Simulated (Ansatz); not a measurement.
# Elastic constants of TiRh (P4/mmm), step by step

```yaml
crystal:
  lattice:
    - [2.94947, 0.00000, 0.00000]
    - [0.00000, 2.94947, 0.00000]
    - [0.00000, 0.00000, 3.38389]
  atoms:
    - { symbol: Ti, position: [0.50000, 0.50000, 0.50000] }
    - { symbol: Rh, position: [0.00000, 0.00000, 0.00000] }
```

Conventional cell: a = 2.949 Å, b = 2.949 Å, c = 3.384 Å, α = 90.00°, β = 90.00°, γ = 90.00°. Ti (atom 1) has 8 Rh at 2.69 Å and 4 Ti at 2.95 Å as nearest neighbours. Around Rh (atom 2) lie 8 Ti at 2.69 Å and 4 Rh at 2.95 Å.

Computed, not measured; unless marked otherwise by r²SCAN, PAW on Ansatz 0.2.0's default frozen-core files (fitted under PBE), scalar-relativistic. k mesh 16×16×14, strains of ±0.003, Fermi-Dirac smearing of 0.050 eV, cutoff 500 eV. The cell was relaxed by PAW under this functional.

The cell is tetragonal and carries a residual pressure of -0.01 GPa at this level. Each strain component that symmetry leaves independent is applied at ±0.003 and ±0.006, the ions relax wherever a strain frees them, and the stress (tension positive, GPa) is read. Shears are engineering strains, γ = 2ε.

```
strain    size      σxx      σyy      σzz      σyz     σxz      σxy
    xx  -0.006  -1.8565  -0.8091  -1.0748   0.0000  0.0000   0.0000
    xx  -0.003  -0.9101  -0.3977  -0.5370   0.0000  0.0000   0.0000
    xx  +0.003   0.9062   0.4194   0.5165   0.0000  0.0000   0.0000
    xx  +0.006   1.7717   0.8268   1.0350   0.0000  0.0000   0.0000
    zz  -0.006  -1.0530  -1.0530  -1.6494   0.0000  0.0000   0.0000
    zz  -0.003  -0.5177  -0.5177  -0.8193   0.0000  0.0000   0.0000
    zz  +0.003   0.5351   0.5351   0.7883   0.0000  0.0000   0.0000
    zz  +0.006   1.0526   1.0526   1.5680   0.0000  0.0000   0.0000
    yz  -0.006   0.0090   0.0036  -0.0127  -0.3269  0.0000   0.0000
    yz  -0.003   0.0109   0.0095  -0.0084  -0.1636  0.0000   0.0000
    yz  +0.003   0.0109   0.0095  -0.0084   0.1636  0.0000   0.0000
    yz  +0.006   0.0090   0.0036  -0.0127   0.3269  0.0000   0.0000
    xy  -0.006   0.0131   0.0131  -0.0196   0.0000  0.0000  -0.2731
    xy  -0.003   0.0119   0.0119  -0.0101   0.0000  0.0000  -0.1366
    xy  +0.003   0.0119   0.0119  -0.0101   0.0000  0.0000   0.1366
    xy  +0.006   0.0131   0.0131  -0.0196   0.0000  0.0000   0.2731
```

The slope is [8(σ(+δ) − σ(−δ)) − (σ(+2δ) − σ(−2δ))]/(12δ), and the program imposes the crystal's symmetry on the matrix.

Task: What are the independent elastic constants?

Result: C11 = 302.8, C12 = 136.1, C13 = 175.5, C33 = 267.9, C44 = 54.6, C66 = 45.5 GPa.

Task: Is the crystal stable against homogeneous strain?

Result: The least eigenvalue of the 6×6 matrix is 45.5 GPa, so yes.

Task: What moduli does a random aggregate of grains have?

Result: Voigt and Reuss bounds: B from 205.3 to 205.3 and G from 54.0 to 56.7 GPa; their means are B = 205.3 and G = 55.3 GPa. Then E = 9BG/(3B + G) = 152.3 GPa, ν = (3B − 2G)/(6B + 2G) = 0.376 and B/G = 3.71, on the ductile side of Pugh's 1.75 (a rule of thumb).

Task: With the density of 8.505 g/cm³, how fast does sound travel, and what Debye temperature follows?

Result: 

```
direction  slow (m/s)  middle (m/s)  fast (m/s)
        x        2314          2533        5967
        y        2314          2533        5967
        z        2533          2533        5612
```

The mean of v⁻³ over directions and branches gives v_m = 2866 m/s and θ_D = (ħ/k_B) v_m (6π²n)^(1/3) = 348 K, n being atoms per volume. Young's modulus spans 127 to 185 GPa over directions, and the universal anisotropy index is 0.25.

Caveats: frozen-core PAW files fitted under PBE, their cores solved anew for the functional of the run; responses of metals move with mesh and smearing; the softest shear constant rests on one k mesh, and a soft shear can herald a distortion on cooling; elastic stability says nothing of phonons or of other phases.
